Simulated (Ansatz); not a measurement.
Trial structure of In₂S, not yet relaxed:

```xyz
3
Lattice="4.1086 0.0000 0.0000 0.0000 4.1086 0.0000 0.0000 0.0000 4.1545" Properties=species:S:1:pos:R:3 pbc="T T T"
In    2.0543    0.0000    3.0798
In    0.0000    2.0543    1.0747
S     0.0000    0.0000    0.0000
```

Method: DFT PBE, scalar-relativistic, plane waves, PAW in Ansatz 0.2.0. Cutoff 420 eV; k points 4×4×4 on the computed 3-atom cell (Γ-centred); Gaussian smearing, width 0.10 eV; no spin polarisation.

The zero of energy is the elements' standard structures at the same level; no fitted shifts are applied.

Question: What does a single point on this coarse mesh give?

Answer: The pressure is 22.9 GPa (the mean over three directions, positive in compression), the largest force is 3.82 eV/Å, and the energy is +0.66 eV/atom against the elements. The shortest distance is 2.32 Å.

Question: Is it a good guess?

Answer: A rough one: relaxing gains about 0.94 eV/atom (the start's value is from the coarse mesh, so the gain is rough) in 17 ionic steps and ends at −0.28 eV/atom on the finer mesh. The symmetry stays P-4m2 (No. 115). The volume per atom grows by 20.4 %, from 23.4 to 28.2 Å³. The shortest distance goes from 2.32 Å (In–S) to 2.70 Å (In–S). The ratio c/a of the conventional cell changes by a factor of 1.36. Conventional cell: a = 3.943 Å, c = 5.433 Å. Around In lie 2 S at 2.70 Å; around S lie 4 In at 2.70 Å.

The last run used a 12×12×10 mesh (in the run's order of axes) for its 3-atom cell and Gaussian smearing of 0.10 eV. The reference form of S is held partly by dispersion forces, which this level lacks. The relaxation can't lower the symmetry of the start, and the grade says only how near the guess is to its own end. Symmetry constrained the relaxation, so the result can be a saddle point. Another cell of In2S relaxed alike, in P-3m1, lies 17 meV/atom lower, so this cell isn't the stable form at this level.
